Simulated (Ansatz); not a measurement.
Structure relaxation, SiW3

The relaxed structure here is a generated cell of SiW3: the first start was made by placing the elements on the sites of a structure type, and the end was not matched to a known phase here, so it may be hypothetical.

The start is a generated cell, SiW3 built in the AFLOW prototype A3B_tI8_139_bd_a (D0_22, as in TiAl3). A full variable-cell relaxation at zero pressure is run with r2SCAN (plane waves to 500 eV, PAW, scalar-relativistic; Ansatz, a first-principles code). The first steps use a coarse 8×8×8 k-mesh.

Initial structure:
```
SiW3
1.0
   -2.07086     2.07086     4.61273
    2.07086    -2.07086     4.61273
    2.07086     2.07086    -4.61273
W Si
3 1
Cartesian
  0.00000   0.00000   4.61273
  0.00000   2.07086   2.30637
  2.07086   0.00000   2.30637
  0.00000   0.00000   0.00000
```

**Question.** What pressure does the first self-consistent step give?

**Answer.** -42 GPa (negative: the cell is under tension).

**Question.** How much energy is released per atom?

**Answer.** 0.80 eV/atom.

**Question.** How does the volume change?

**Answer.** -23.8 %, from 19.78 to 15.07 Å³/atom.

**Question.** How do the shortest distances between atoms change?

**Answer.** The closest pairs of elements (up to four, under 3.6 Å), start → end: W–W 2.93 → 2.63 Å; Si–W 2.93 → 2.63 Å.

**Question.** What band gap does the relaxed structure have at this level?

**Answer.** No gap (metallic).

**Question.** Write out the relaxed structure.

**Answer.** 
Space group I4/mmm (No. 139); a = 3.7162 Å, b = 3.7162 Å, c = 8.7288 Å, α = 90.00°, β = 90.00°, γ = 90.00°

```
atom  site  symmetry       x       y       z
----  ----  --------  ------  ------  ------
W       2b     4/mmm  0.0000  0.0000  0.5000
W       4d      -4m2  0.0000  0.5000  0.2500
Si      2a     4/mmm  0.0000  0.0000  0.0000
```
(The calculation used a cell of 4 atoms; values per cell refer to that cell.)

The space group stays I4/mmm (No. 139) (the run could not lower it); the end is AFLOW prototype A3B_tI8_139_bd_a (D0_22, as in TiAl3), with 4 atoms in the primitive cell. Final values are on a 18×18×18 k-mesh of the relaxed cell. No spin polarisation in the result.

The run could not lose the symmetry of its start, so the end can be a saddle point.

All atoms sit on sites fixed by symmetry, so only the cell could relax.
